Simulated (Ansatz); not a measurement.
Polymorphs of FeCo, each relaxed with DFT-PBE in the program Ansatz with PAW potentials:

A: CsCl type (Pm-3m)
a = b = c = 2.8448 Å, α = β = γ = 90.00°

```json
[
 {"atom": "Fe", "site": "1a", "symmetry": "m-3m", "x": "0.0000", "y": "0.0000", "z": "0.0000"},
 {"atom": "Co", "site": "1b", "symmetry": "m-3m", "x": "0.5000", "y": "0.5000", "z": "0.5000"}
]
```

B: Fd-3m
a = 5.6788 Å, b = 5.6788 Å, c = 5.6788 Å, α = 90.00°, β = 90.00°, γ = 90.00°

| atom | site | symmetry | x | y | z |
|---|---|---|---|---|---|
| Fe | 8b | -43m | 0.5000 | 0.5000 | 0.5000 |
| Co | 8a | -43m | 0.0000 | 0.0000 | 0.0000 |

Question: Rank these by energy per atom at 0 K (lowest first), as PBE gives it.

Answer: A (+0 meV/atom), B (+64 meV/atom)

Spin orders computed, not proven ground states: A ferromagnetic; B ferromagnetic. Constructed cells (a structure type filled with these elements, in neither database checked): B. Not the usual ambient phase: B. All cells were relaxed under the symmetry of their starts (and spin orders); stability against distortions was not tested throughout.

Energies hold the estimated change up to a 700 eV cutoff; steps of a few meV lie near the error of the meshes.

Potentials: the earlier of the program's two PAW sets.
